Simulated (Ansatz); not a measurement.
AlN (wurtzite)

```yaml
crystal:
  lattice:
    - [3.10656, 0.00000, 0.00000]
    - [-1.55328, 2.69036, 0.00000]
    - [0.00000, 0.00000, 4.97805]
  atoms:
    - { symbol: Al, position: [0.33333, 0.66667, 0.99658] }
    - { symbol: Al, position: [0.66667, 0.33333, 0.49658] }
    - { symbol: N, position: [0.33333, 0.66667, 0.37822] }
    - { symbol: N, position: [0.66667, 0.33333, 0.87822] }
```

E(V) scan at fixed shape, V₀ the volume above. The atoms relax within the cell's symmetry.

Calculation: r2SCAN (plane waves to 500 eV, PAW, scalar-relativistic; Ansatz, an electronic-structure program). k mesh 12×12×7 (Γ-centred), Fermi-Dirac smearing 0.05 eV. Energies are smeared free energies. Stress and pressure are positive under compression. AlN was relaxed with its symmetry unable to fall. The PAW data are Ansatz's earlier set. The zero of ΔE is the relaxed starting cell.

Q: Give the computed ΔE (meV/atom) and P (GPa) at V/V₀ = 0.840, 0.893, 0.973, 1.053, 1.080, 1.107.

A: 
```csv
V/V₀,ΔE (meV/atom),P (GPa)
0.840,231.3,51.2
0.893,93.3,29.5
0.973,5.1,6.0
1.053,17.9,-9.9
1.080,38.6,-14.0
1.107,66.0,-17.6
```

(Under strain, the slope of the energy per volume gives the stress and its curvature an elastic modulus.)
